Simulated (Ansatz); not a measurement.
TaAs in space group I4_1md (No. 109; Ta on 4a, As on 4a), PBE in the plane-wave PAW code Ansatz, all energies at zero smearing, with the estimated change up to a 700 eV cutoff added, with one set of potentials and settings (totals compare only within such a set). Cell of 4 atoms (2 Ta, 2 As): -29580.939 eV.

```csv
element,reference phase,E (eV/atom)
Ta,"Im-3m, 1 atoms in the cell",-9933.2341
As,"R-3m, 2 atoms in the cell",-4856.1443
```

Formation energy per atom, worked out: (-29580.939 − 2×(-9933.2341) − 2×(-4856.1443))/4 = -0.545 eV/atom (-53 kJ per mol of atoms), at 0 K, without zero-point energy or fitted corrections.

The cell was relaxed with PBE under the symmetry of its start. The run is not spin-polarised. The references are the lowest solids computed at this level, not always the standard phases. Scalar-relativistic: spin–orbit coupling is off unless named, which matters more the heavier the elements.

Potentials: the earlier of the program's two PAW sets.
